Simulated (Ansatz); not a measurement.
The relaxed structure here is a generated cell of Fe2Si: the first start was made by a random draw of sites in a space group, and the end was not matched to a known phase here, so it may be hypothetical.

The start is a randomly generated symmetric cell of Fe2Si (space group No. 131). Cell shape, volume and atoms are optimised at zero target pressure with r2SCAN (plane waves to 500 eV, PAW, scalar-relativistic; Ansatz, a quantum-chemistry and plane-wave program). The first steps use a coarse 6×6×5 k-mesh.

The start:
```yaml
crystal:
  lattice:
    - [4.02473, 0.00000, 0.00000]
    - [0.00000, 4.02473, 0.00000]
    - [0.00000, 0.00000, 4.42684]
  atoms:
    - { symbol: Fe, position: [0.00000, 0.00000, 0.25000] }
    - { symbol: Fe, position: [0.00000, 0.00000, 0.75000] }
    - { symbol: Fe, position: [0.50000, 0.50000, 0.00000] }
    - { symbol: Fe, position: [0.50000, 0.50000, 0.50000] }
    - { symbol: Si, position: [0.00000, 0.50000, 0.50000] }
    - { symbol: Si, position: [0.50000, 0.00000, 0.00000] }
```
Spin-polarised start, with parallel moments on Fe.

Task: What pressure does the first self-consistent step give?

Result: +32 GPa (positive: the cell is compressed).

Task: By how much does the energy per atom fall from start to end?

Result: 0.22 eV/atom.

Task: What band gap does the relaxed structure have at this level?

Result: Zero (metallic).

Task: Give the final cell and atomic positions.

Result: 
Space group P4₂/mmc (No. 131); a = b = 4.283 Å, c = 4.796 Å, α = β = γ = 90.00°

```json
[
 {"atom": "Fe", "site": "2e", "symmetry": "-4m2", "x": "0.0000", "y": "0.0000", "z": "0.2500"},
 {"atom": "Fe", "site": "2b", "symmetry": "mmm.", "x": "0.5000", "y": "0.5000", "z": "0.5000"},
 {"atom": "Si", "site": "2d", "symmetry": "mmm.", "x": "0.5000", "y": "0.0000", "z": "0.0000"}
]
```

The space group stays P4₂/mmc (No. 131) (the run could not lower it), with 6 atoms in the primitive magnetic cell. Final values are on a 11×11×10 k-mesh of the relaxed cell. Spin state reached: ferromagnetic (net 1.63 μB/atom), from parallel starting moments; other spin orders were not run from this start. r2SCAN tends to overstate moments in metals.

The run could not lose the symmetry of its start: the end is stationary, and may be a saddle point rather than a minimum.

All atoms sit on sites fixed by symmetry, so only the cell could relax.
